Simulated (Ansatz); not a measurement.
CuI:
```
CELL_PARAMETERS angstrom
      2.19298     1.26612     6.84289
     -2.19298     1.26612     6.84289
      0.00000    -2.53224     6.84289
ATOMIC_POSITIONS crystal
  Cu 0.12226 0.12226 0.12226
  Cu 0.87774 0.87774 0.87774
  I  0.00000 0.00000 0.00000
  I  0.50000 0.50000 0.50000
```

Relaxed with r²SCAN.

Map the electron localisation function on the plane through (0.122, 0.122, 0.122) spanned by u = [1, 0, 0] and v = [-1, 1, 1] in lattice vectors, from DFT-r²SCAN in the program Ansatz with PAW potentials.

x is the fraction of u, y of v (the angle between them is 57°; rows are the nearest grid lines); atoms in the plane: Cu at (0.00, 0.00), Cu at (0.51, 0.76), I at (0.76, 0.88), I at (0.76, 0.38).
```
|@@+:....       .:=*%%###****#*-..:+@@|
|+*+-:............:=*##**=--=+**+:..-+|
|:--::.............:+##*+-:..-+**+:..:|
|....................-***+:.@=.-+**+:.|
|=:............::---:..-**+=:::-+**#*=|
|#+:.       ....:+%@%=:..=********####|
|#+-.        ...:-#@@#-:.:+*#***###%%#|
|#*=:         ....:-++=:...:=*#%%%%%%#|
|+-:.           ..............-=**##*+|
|.               ............    .....|
|                ..:----===--:.       |
|                .:=+*****####*=:     |
|                .:+*#***+++*##%%*-   |
|                 .=*##*+-:.:-+*#%#+: |
|.                 :*###*=::-.-+##%#=.|
|=.                 :*%%#*=:.:.-+*###=|
|+-.                 .=#%%#*+===+**##+|
|+-.                   .=*#%##*******+|
|=-.                    .-+*####*****=|
|:..                       .::------::|
|....             .-=+++=:............|
|:.....         .:+*#%%%%##+-:...::--:|
|+-:...         .-+#%%%%%%##*=:..:-+*+|
|@@+:....       .:=*%%###****#*-..:+@@|
```
Scale: ten equal steps from 0.006 (start of ' ') to 0.931 (end of '@'), in the order ' .:-=+*#%@'; x runs from 0.000 to 1.00, y from 0.000 (bottom) to 1.00 (top).

The density is the valence pseudo-density with augmentation charge, so density and ELF within about 1 Å of a nucleus are not all-electron values.

Space group R-3m. The first step of the workflow began from a Materials Project structure, measured or hypothetical; the Crystallography Open Database copy checked does not list it. It is not the phase usual at ambient conditions (space group No. 216). The cell was relaxed with r²SCAN under the symmetry of its start; whether a distortion lowers the energy is not shown. The run is not spin-polarised. Scalar-relativistic: spin–orbit coupling is off unless named, which matters more the heavier the elements.

Potentials: the later of the program's two PAW sets.
